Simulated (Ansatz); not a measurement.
HfO₂:
```
CELL_PARAMETERS angstrom
      0.00000     2.52952     2.52952
      2.52952     0.00000     2.52952
      2.52952     2.52952     0.00000
ATOMIC_POSITIONS crystal
  Hf 0.00000 0.00000 0.00000
  O  0.75000 0.75000 0.75000
  O  0.25000 0.25000 0.25000
```

Tensor components refer to the Cartesian frame of this cell.

Task: Give the high-frequency dielectric tensor and the Born effective charge tensors of the independent atoms from DFPT, the program Ansatz at the r²SCAN level (PAW).

Result: 
ε∞:
```
4.91  0.00  0.00
0.00  4.91  0.00
0.00  0.00  4.91
```
Z* of atom 1 (Hf), rows: field, columns: displacement, in e:
```
5.51  0.00  0.00
0.00  5.51  0.00
0.00  0.00  5.51
```
Z* of atom 2 (O), rows: field, columns: displacement, in e:
```
-2.75   0.00   0.00
 0.00  -2.75   0.00
 0.00   0.00  -2.75
```

Static charges for comparison (Bader): Hf1 +2.77, O2 -1.39 e. Born charges measure polarisation by displacement and can exceed these by far.

Space group Fm-3m (fluorite). This is a known high-temperature phase of the composition, computed here at zero pressure and temperature. Symmetry was held in the r²SCAN relaxation. At this level the phase is dynamically unstable (imaginary phonons). The run is not spin-polarised. Spin–orbit coupling is left out wherever it is not named.

Potentials: the earlier of the program's two PAW sets. The files were generated under PBE; for other functionals the program regenerates the frozen cores, and for LDA and PBEsol the local potential too.
